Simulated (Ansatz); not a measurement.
Consider the following.

BP:
```
CELL_PARAMETERS angstrom
      3.26457     0.00000     0.00000
     -1.63228     2.82720     0.00000
      0.00000     0.00000     6.97688
ATOMIC_POSITIONS crystal
  B  0.50000 0.00000 0.50000
  B  0.00000 0.50000 0.16667
  B  0.50000 0.50000 0.83333
  P  0.50000 0.00000 0.00000
  P  0.00000 0.50000 0.66667
  P  0.50000 0.50000 0.33333
```

This is the r²SCAN+D4-relaxed structure. Cartesian axes are those of the cell as given.

Question: All from r²SCAN+D4 (plane waves, PAW; program Ansatz), unless another level is named. Estimate the Poisson's ratio.

Answer: 0.10.

Question: Next, the elastic constants (relaxed ions, GPa)?

Answer: C11 = 443, C12 = 43.7, C13 = 64.7, C33 = 402, C44 = 218.

Space group P6_222. The start of the workflow was typed in or built on a structure type; neither database checked (COD, Materials Project) lists it. It is not the phase usual at ambient conditions (space group No. 216). The cell was relaxed with r²SCAN+D4 under the symmetry of its start; its stability against distortions is not shown here.

Potentials: the later of the program's two PAW sets.
